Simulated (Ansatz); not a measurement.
CoW:
```xyz
4
Lattice="1.3282 -4.7694 0.0000 1.3282 4.7694 0.0000 0.0000 0.0000 4.0383" Properties=species:S:1:pos:R:3 pbc="T T T"
W      1.3282    -1.4995     1.0096
Co     1.3282    -4.0732     1.0096
W      1.3282     1.4995     3.0287
Co     1.3282     4.0732     3.0287
```

Relaxed with PBEsol. Special points in fractions of this cell's reciprocal vectors: Γ (0.000, 0.000, 0.000); Y (-0.500, 0.500, 0.000); C0 (-0.269, 0.731, 0.000); Σ0 (0.269, 0.269, 0.000); Z (0.000, 0.000, 0.500); A0 (0.269, 0.269, 0.500); E0 (-0.269, 0.731, 0.500); T (-0.500, 0.500, 0.500); S (0.000, 0.500, 0.000); R (0.000, 0.500, 0.500).

### Question
List the band energies nearest the Fermi level at these points for DFT-PBEsol in the program Ansatz with PAW potentials.

### Answer
In eV from the Fermi level; about four levels below and three above (degenerate sets whole), none deeper than 8.9 eV; points with the same levels are listed once.

```csv
k,below,above
Γ,-0.88 -0.75 -0.52 -0.45,1.39 2.35 2.71
Y,-0.92 -0.87 -0.72 -0.63,1.64 2.89 3.09
C0,-1.60 -1.31 -1.09 -0.46,0.14 0.86 1.10
Z,-1.41 -1.41 -0.73 -0.73,0.26 0.26 1.03 1.03
A0,-0.12 -0.12 -0.06 -0.06,1.48 1.48 2.90 2.90
T,-0.77 -0.77 -0.75 -0.75,1.51 1.51 2.62 2.62
S,-1.63 -1.60 -0.63 -0.55,0.01 0.95 1.15
R,-0.30 -0.30 -0.17 -0.17,0.86 0.86 2.98 2.98
```

Space group Cmcm. The start of the workflow was typed in or built on a structure type; neither database checked (COD, Materials Project) lists it. Whether it is the stable phase at ambient conditions was not checked. Symmetry was held in the PBEsol relaxation; its stability against distortions is not shown here. The workflow began spin-polarised and lost its moments. Scalar-relativistic: spin–orbit coupling is off unless named, which matters more the heavier the elements.

Potentials: the earlier of the program's two PAW sets. The files were generated under PBE; for other functionals the program regenerates the frozen cores, and for LDA and PBEsol the local potential too.
